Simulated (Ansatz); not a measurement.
Relaxed-ion elastic tensor of MgO (rock salt, space group No. 225) in GPa (Voigt order), the program Ansatz at the PBE level (PAW); density 3.48 g/cm³, 9.62 Å³ per atom.

```
 267  89.9  89.9   0.0   0.0   0.0
89.9   267  89.9   0.0   0.0   0.0
89.9  89.9   267   0.0   0.0   0.0
 0.0   0.0   0.0   141   0.0   0.0
 0.0   0.0   0.0   0.0   141   0.0
 0.0   0.0   0.0   0.0   0.0   141
```

Task: Is the crystal mechanically stable?

Result: Yes: the smallest eigenvalue of C is 141 GPa.

Task: Work out the Voigt, Reuss and Hill averages.

Result: K_V = 149, K_R = 149, K_H = 149; G_V = 120, G_R = 114, G_H = 117 GPa.

Task: Give Young's modulus, Poisson's ratio, Pugh's ratio and the universal anisotropy index.

Result: E = 9KG/(3K + G) = 278 GPa; ν = 0.19; K/G = 1.27 (brittle by the Pugh limit of 1.75); A_U = 5G_V/G_R + K_V/K_R − 6 = 0.27.

Task: Estimate the sound speeds and the Debye temperature.

Result: v_l = √((K + 4G/3)/ρ) = 9360 m/s, v_t = √(G/ρ) = 5800 m/s, mean 6400 m/s; Θ = (h/k)(3n/4πV)^(1/3) v_m = 895 K.

Task: Give the Zener ratio and Young's modulus along [100], [110] and [111].

Result: A = 2C44/(C11 − C12) = 1.60; 1/E = S11 − 2(S11 − S12 − S44/2)Γ with Γ = 0, 1/4, 1/3 gives 222, 289, 322 GPa.

Space group Fm-3m (rock salt). The PBE relaxation kept the symmetry of its start; phonons on a q-mesh show no instability. The volume moved by -31 % from the start of the relaxation.

Potentials: the later of the program's two PAW sets.
